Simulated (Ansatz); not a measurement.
CaSe (rock salt)

```
CELL_PARAMETERS angstrom
      0.00000     2.96734     2.96734
      2.96734     0.00000     2.96734
      2.96734     2.96734     0.00000
ATOMIC_POSITIONS crystal
  Ca 0.00000 0.00000 0.00000
  Se 0.50000 0.50000 0.50000
```

The slice is a {111} plane (indices of the conventional cell) through the point (0.000, 0.000, 0.000) (fractional), spanned by u = [100] and v = [-1 2 0] in vectors of this cell: u (4.20 Å) and v (7.27 Å, at 90° to u). It covers one period; positions are fractions (u, v).

The numbers are results of r2SCAN (plane waves to 500 eV, PAW, scalar-relativistic; Ansatz, a quantum-chemistry and plane-wave program), not measurements. k mesh 10×10×10. These are valence fields of a PAW run, semicore shells included where kept as valence: close to a nucleus they are smooth pseudo fields. CaSe was relaxed with its symmetry unable to fall.

Task: Predict the map of the valence electron density on the slice.

Result: 
```tsv
v \ u	0.00	0.17	0.33	0.50	0.67	0.83
0.88	-0.2	-0.8	-1.2	-1.1	-1.2	-0.8
0.75	-1.2	-1.3	-1.3	-1.2	-1.3	-1.3
0.62	-1.1	-1.2	-0.8	-0.2	-0.8	-1.2
0.50	-1.3	-1.2	0.3	0.8	0.3	-1.2
0.38	-1.1	-1.2	-0.8	-0.2	-0.8	-1.2
0.25	-1.2	-1.3	-1.3	-1.2	-1.3	-1.3
0.12	-0.2	-0.8	-1.2	-1.1	-1.2	-0.8
0.00	0.8	0.3	-1.2	-1.3	-1.2	0.3
```

Values: log₁₀ of the valence density in e/Å³. The scale is logarithmic, as a density can span decades between atoms and voids.
